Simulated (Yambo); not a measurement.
# Excitons in KScS2O8

```xyz
12
Lattice="4.2705 -2.6845 0.0000 4.2705 2.6845 0.0000 -0.6637 0.0000 8.1558" Properties=species:S:1:pos:R:3 pbc="T T T"
O      2.4348     0.0000     2.9867
O      5.4425     0.0000     5.1692
O      3.8899     1.2132     1.4708
O      3.9874    -1.2132     6.6850
O      3.9874     1.2132     6.6850
O      3.8899    -1.2132     1.4708
O      2.0054     0.0000     0.5619
O      5.8719     0.0000     7.5939
S      3.0213     0.0000     1.6514
S      4.8560     0.0000     6.5044
K     -0.3319     0.0000     4.0779
Sc     0.0000     0.0000     0.0000
```

The geometry is that of Materials Project entry mp-1211342, symmetrised and not relaxed again.

BSE in Yambo on PBEsol (pw.x of Quantum ESPRESSO, ONCV potentials, scalar-relativistic) bands: 4×4×2 mesh, 18 valence and 15 conduction bands, static screening with 109 bands and a 3 Ry block, scissor 3.75 eV, Tamm-Dancoff; field along x.

```json
[
 {"state": "1", "energy (eV)": "6.42", "states within 2 meV": "1", "relative strength": "< 0.01", "class": "dark", "main transitions": "VB → CB (86 %)"},
 {"state": "2", "energy (eV)": "6.63", "states within 2 meV": "1", "relative strength": "< 0.01", "class": "dark", "main transitions": "several band pairs"},
 {"state": "3", "energy (eV)": "6.64", "states within 2 meV": "1", "relative strength": "0.04", "class": "weak", "main transitions": "several band pairs"},
 {"state": "4", "energy (eV)": "6.66", "states within 2 meV": "1", "relative strength": "< 0.01", "class": "dark", "main transitions": "several band pairs"},
 {"state": "5", "energy (eV)": "6.75", "states within 2 meV": "1", "relative strength": "< 0.01", "class": "weak", "main transitions": "several band pairs"},
 {"state": "6", "energy (eV)": "6.75", "states within 2 meV": "2", "relative strength": "0.08", "class": "strong", "main transitions": "several band pairs"},
 {"state": "7", "energy (eV)": "6.79", "states within 2 meV": "1", "relative strength": "0.01", "class": "weak", "main transitions": "several band pairs"},
 {"state": "8", "energy (eV)": "6.82", "states within 2 meV": "1", "relative strength": "< 0.01", "class": "dark", "main transitions": "several band pairs"},
 {"state": "9", "energy (eV)": "6.84", "states within 2 meV": "1", "relative strength": "< 0.01", "class": "weak", "main transitions": "several band pairs"},
 {"state": "10", "energy (eV)": "6.84", "states within 2 meV": "1", "relative strength": "0.41", "class": "strong", "main transitions": "several band pairs"}
]
```

These are vertical excitations (zero momentum). The direct quasiparticle gap on this mesh is 8.00 eV; counted from there, state 1 is bound by 1.59 eV. Convergence with the mesh was not shown.

Spin singlets only. Strengths are relative to the strongest of the lowest states of this run; strong means a line over 3 % of the spectrum's maximum, dark under 0.03 %. Absolute energies carry the error of the G0W0 scissor, whose convergence isn't established; the long-wavelength screening was taken along (1,1,1) although the crystal is anisotropic.

The structure is a Materials Project entry; no match was found in the copy of COD used, and its stability was not checked.
